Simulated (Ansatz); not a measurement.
# Structure optimisation: tellurium, hcp

Computed with DFT, r2SCAN, plane waves (500 eV) with PAW, scalar-relativistic in Ansatz 0.2.0. The PAW files were generated under PBE, with cores re-solved for the functional.

k-point mesh 11×11×6, Fermi-Dirac smearing 0.1 eV, no spin polarisation. Cell and atoms relax.

Starting structure:

```yaml
crystal:
  lattice:
    - [3.4420649897, 0.0, 0.0]
    - [-1.7210324948, 2.9809157225, 0.0]
    - [0.0, 0.0, 5.6208921281]
  atoms:
    - { symbol: Te, position: [0.3333333333, 0.6666666667, 0.25] }
    - { symbol: Te, position: [0.6666666667, 0.3333333333, 0.75] }
hamiltonian:
  xc: r2scan
  pseudopotentials:
    kind: paw
    azcp:
      Te: "pseudopotentials/Te.paw.azcp"
basis:
  ecutwfc: 500
  fft_grid_basis: typed
kpoints:
  mp_grid: { grid: [11, 11, 6], shift: [0, 0, 0] }
magnetization:
  spin_polarized: false
scf:
  occupations: { method: fermi_dirac, width: 0.1 }
relax:
  max_steps: 60
  f_tol: 0.01
  cell: {}
```

Task: What cell does the relaxation end in?

Result: P6_3/mmc with a = 4.061 Å, c = 4.388 Å (c/a = 1.081); 31.33 Å³ per atom against 28.84 at the start (8.6 %).

The cell has left the hcp structure type; it ends in P6_3/mmc.

Task: How much energy does the relaxation gain?

Result: 304.9 meV per atom.

Path of the relaxation (the plane waves are chosen anew near the end, which can shift the energy a little):

```csv
step,E − E(final) (meV/atom),V (Å³/atom),P (GPa),max force (eV/Å)
0,304.94,28.837,-0.68,0.000
1,283.77,28.350,0.14,0.000
2,225.67,27.894,1.41,0.000
3,138.70,28.057,2.03,0.000
4,48.88,29.107,1.55,0.000
5,6.77,30.572,0.44,0.000
6,3.42,31.433,0.31,0.000
7,1.39,31.309,0.04,0.000
8,1.39,31.327,0.00,0.000
9,0.00,31.327,0.02,0.000
```
